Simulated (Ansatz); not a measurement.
SrAg$_{4}$Sb$_{2}$: computed property card

SrAg$_{4}$Sb$_{2}$:
```cif
data_Ag4Sb2Sr
_chemical_formula_sum 'Sr1 Ag4 Sb2'
_space_group_name_H-M_alt 'P 1'
_space_group_IT_number 1
_cell_length_a 8.87880
_cell_length_b 8.87880
_cell_length_c 8.87880
_cell_angle_alpha 31.031
_cell_angle_beta 31.031
_cell_angle_gamma 31.031
loop_
_space_group_symop_operation_xyz
  'x, y, z'
loop_
_atom_site_label
_atom_site_type_symbol
_atom_site_fract_x
_atom_site_fract_y
_atom_site_fract_z
_atom_site_occupancy
Sr1 Sr 0.00000 0.00000 0.00000 1
Ag1 Ag 0.14291 0.14291 0.14291 1
Ag2 Ag 0.85709 0.85709 0.85709 1
Ag3 Ag 0.43576 0.43576 0.43576 1
Ag4 Ag 0.56424 0.56424 0.56424 1
Sb1 Sb 0.25469 0.25469 0.25469 1
Sb2 Sb 0.74531 0.74531 0.74531 1
```

Space group R-3m (No. 166); conventional cell a = b = 4.7501 Å, c = 25.3339 Å, α = β = 90.00°, γ = 120.00°.

Method: DFT-r²SCAN in the program Ansatz with PAW potentials. The cell and atoms are relaxed at this level. Other levels are named where they apply.

### Cell and energy

```
Property                                                      Result
-----------------------------------------------------  -------------
Volume per atom                                             23.57 Å³
Density                                                   7.67 g/cm³
Formation energy from the elements (no fitted shifts)  -0.36 eV/atom
```

### Electronic structure

```
Property                                                                    Result
------------------------------------  --------------------------------------------
Electronic character                                             metallic (no gap)
Density of states at the Fermi level  0.11 states/eV per atom (mean over ±0.08 eV)
Gap with spin–orbit coupling                                       none (metallic)
```

### Mechanics

```
Property                              Result
----------------------------------  --------
Bulk modulus (Birch–Murnaghan fit)  55.3 GPa
Pressure derivative B′                   4.9
```

### Charges

```
Property                                        Result
-------------  ---------------------------------------
Bader charges  Sr +1.42, Ag -0.11 to +0.04, Sb -0.64 e
```

The measured cell (COD 1562970, doi:10.1016/j.jssc.2012.04.042; 295 K, pressure taken as ambient) has 23.19 Å³ per atom; the computed volume differs by 1.6 %, which includes thermal expansion and zero-point motion.

The workflow started from an entry of the Crystallography Open Database (COD, 295 K). Its standing as an ambient phase is unchecked. The cell was relaxed with r²SCAN under the symmetry of its start; whether a distortion lowers the energy is not shown. No spin polarisation was allowed. The references are the lowest solids computed at this level, not always the standard phases. Scalar-relativistic: spin–orbit coupling is off unless named, which matters more the heavier the elements.

Potentials: the later of the program's two PAW sets.
